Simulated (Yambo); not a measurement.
Material: C (space group R-3m, No. 166); a = b = c = 8.4041 Å, α = β = γ = 16.88° (4 atoms in the cell). The geometry is that of Materials Project entry mp-2516584, symmetrised and not relaxed again.

With PBEsol (pw.x of Quantum ESPRESSO, ONCV potentials, scalar-relativistic), the gap between the mesh's edge points ((0.167, -0.5, -0.167) → (0, 0.333, -0.333)) is 0.186 eV.

Estimate the G0W0 gap between the same points from Yambo (6×6×6 Γ-centred k mesh, 79 bands and a 8 Ry block in the screening, 79 bands in G with the Bruneval-Gonze terminator, plasmon pole fitted at 27.2 eV).

The correction is 0.202 eV, giving 0.388 eV. The mesh misses a band edge: along a dense path the PBEsol gap is 0.07 eV against 0.19 eV on the mesh. Convergence of the G0W0 settings was not tested. 

This is not the ordinary phase of the substance.

The distance between layers or molecules is the database entry's, not relaxed here. Functionals without dispersion can leave it too large, which widens gaps and weakens the response across layers: the numbers belong to this cell.
